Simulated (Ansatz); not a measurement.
The relaxed structure here is a generated cell of HfSiO4: the first start was made by placing the elements on the sites of a structure type, and the end was not matched to a known phase here, so it may be hypothetical.

A relaxed cell of HfSiO₄ (P6/mmm (No. 191)), relaxed on a k-mesh at least as fine as the one used below. Calculation: PBE (plane waves to 420 eV, PAW, scalar-relativistic; Ansatz, an electronic-structure program). Γ-centred k-mesh 7×7×2 on the run's cell (coarser than for final values), Fermi–Dirac smearing 0.05 eV.

```xyz
12
Lattice="3.6128 0.0000 0.0000 -1.8064 3.1288 0.0000 0.0000 0.0000 11.1553" Properties=species:S:1:pos:R:3 pbc="T T T"
Hf     0.0000     0.0000     2.7888
Hf     0.0000     0.0000     8.3664
Si     0.0000     0.0000     0.0000
Si     0.0000     0.0000     5.5776
O      0.0000     2.0858     1.5356
O      0.0000     2.0858     7.1132
O      1.8064     1.0429     1.5356
O      1.8064     1.0429     7.1132
O      1.8064     1.0429     4.0420
O      1.8064     1.0429     9.6197
O      0.0000     2.0858     4.0420
O      0.0000     2.0858     9.6197
```

The atoms are displaced by (Å):

```
atom      ux      uy      uz
----  ------  ------  ------
Hf1   -0.060   0.098   0.179
Hf2   -0.116  -0.070  -0.126
Si3   -0.021   0.179   0.027
Si4   -0.019   0.009  -0.008
O5    -0.068   0.057  -0.063
O6    -0.093   0.007  -0.064
O7    -0.003   0.004   0.065
O8     0.071  -0.134   0.036
O9    -0.019   0.023   0.010
O10   -0.053  -0.058  -0.056
O11    0.015  -0.021  -0.011
O12   -0.119  -0.004  -0.060
```

Problem. What forces (eV/Å) and pressure result?

Solution. 
```tsv
atom	Fx	Fy	Fz
Hf1	-0.11	0.12	-0.60
Hf2	-0.07	-0.32	1.10
Si3	0.22	1.05	0.19
Si4	0.05	0.18	0.27
O5	-0.12	-0.26	-0.37
O6	0.53	-0.75	-0.57
O7	0.10	-0.38	-0.35
O8	-0.57	0.70	-0.27
O9	0.21	-0.24	0.45
O10	-0.21	-0.12	0.50
O11	-0.17	0.28	-0.33
O12	0.13	-0.26	-0.03
```

Pressure +2.4 GPa.

The undisplaced cell is probably no minimum: from this displacement the run went on to Pmm2 (No. 25), 2.38 eV/atom below it.

No spin polarisation in the result. No Hubbard U is applied.
